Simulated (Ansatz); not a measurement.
KZnF$_{3}$:
```cif
data_F3KZn
_chemical_formula_sum 'K1 Zn1 F3'
_space_group_name_H-M_alt 'P 1'
_space_group_IT_number 1
_cell_length_a 4.12756
_cell_length_b 4.12756
_cell_length_c 4.12756
_cell_angle_alpha 90.000
_cell_angle_beta 90.000
_cell_angle_gamma 90.000
loop_
_space_group_symop_operation_xyz
  'x, y, z'
loop_
_atom_site_label
_atom_site_type_symbol
_atom_site_fract_x
_atom_site_fract_y
_atom_site_fract_z
_atom_site_occupancy
K1 K 0.00000 0.00000 0.00000 1
Zn1 Zn 0.50000 0.50000 0.50000 1
F1 F 0.50000 0.50000 0.00000 1
F2 F 0.00000 0.50000 0.50000 1
F3 F 0.50000 0.00000 0.50000 1
```

Relaxed with PBE.

Problem. Which orbitals make up the states near the band edges in DFT-PBE in the program Ansatz with PAW potentials?

Solution. Top 1 eV of the valence band: F 2p 64 %, Zn 3d 35 %. Bottom 1 eV of the conduction band: Zn 4s 48 %, K 4s 26 %, F 2s 17 %, F 2p 7 %. Projections are on Löwdin-orthogonalised atomic valence shells; empty p or d shells of many metals are not among them.

Problem. Tabulate the density of states.

Solution. States/eV per cell of 5 atoms, in 0.25 eV bins, energy from the valence-band maximum.

```
E (eV)  total   F 2p  Zn 3d  Zn 4s
------  -----  -----  -----  -----
-7.85    0.00   0.00   0.00   0.00
-7.60    0.00   0.00   0.00   0.00
-7.35    0.00   0.00   0.00   0.00
-7.10    0.00   0.00   0.00   0.00
-6.85    0.00   0.00   0.00   0.00
-6.60    0.00   0.00   0.00   0.00
-6.35    0.00   0.00   0.00   0.00
-6.10    0.00   0.00   0.00   0.00
-5.85    0.00   0.00   0.00   0.00
-5.60    0.23   0.17   0.00   0.05
-5.35    1.59   1.07   0.23   0.27
-5.10    3.29   1.91   1.00   0.35
-4.85    4.30   1.98   2.16   0.13
-4.60    3.19   1.55   1.54   0.07
-4.35    3.32   1.82   1.38   0.07
-4.10    5.03   2.20   2.72   0.03
-3.85   11.76   4.64   6.90   0.05
-3.60   10.45   2.85   7.49   0.03
-3.35    4.85   1.26   3.54   0.01
-3.10    0.11   0.01   0.10   0.00
-2.85    1.09   0.25   0.81   0.00
-2.60    1.97   0.73   1.17   0.02
-2.35    3.52   2.17   1.16   0.03
-2.10    5.24   3.79   1.20   0.02
-1.85   17.74  13.98   3.29   0.09
-1.60   12.65  11.30   1.22   0.02
-1.35   11.21  10.26   0.85   0.01
-1.10    3.71   2.98   0.68   0.02
-0.85    1.90   1.24   0.62   0.02
-0.60    1.78   1.11   0.63   0.01
-0.35    1.71   1.06   0.63   0.00
-0.10    1.37   0.85   0.50   0.00
0.15     0.00   0.00   0.00   0.00
0.40     0.00   0.00   0.00   0.00
0.65     0.00   0.00   0.00   0.00
0.90     0.00   0.00   0.00   0.00
1.15     0.00   0.00   0.00   0.00
1.40     0.00   0.00   0.00   0.00
1.65     0.00   0.00   0.00   0.00
1.90     0.00   0.00   0.00   0.00
2.15     0.00   0.00   0.00   0.00
2.40     0.00   0.00   0.00   0.00
2.65     0.00   0.00   0.00   0.00
2.90     0.00   0.00   0.00   0.00
3.15     0.00   0.00   0.00   0.00
3.40     0.00   0.00   0.00   0.00
3.65     0.00   0.00   0.00   0.00
3.90     0.04   0.00   0.00   0.02
4.15     0.10   0.00   0.00   0.05
4.40     0.14   0.01   0.00   0.07
4.65     0.19   0.02   0.00   0.09
4.90     0.23   0.02   0.00   0.11
5.15     0.28   0.03   0.00   0.13
5.40     0.34   0.04   0.00   0.17
5.65     0.40   0.06   0.00   0.20
5.90     0.47   0.07   0.00   0.25
6.15     0.63   0.10   0.00   0.36
6.40     0.81   0.13   0.00   0.49
6.65     0.80   0.13   0.00   0.49
6.90     0.78   0.13   0.00   0.48
7.15     0.75   0.13   0.00   0.47
7.40     0.72   0.13   0.00   0.45
7.65     0.69   0.12   0.00   0.42
7.90     0.40   0.06   0.00   0.22
8.15     0.19   0.02   0.00   0.08
8.40     0.19   0.02   0.00   0.02
```

Space group Pm-3m (cubic perovskite). The PBE relaxation kept the symmetry of its start.

Potentials: the later of the program's two PAW sets.
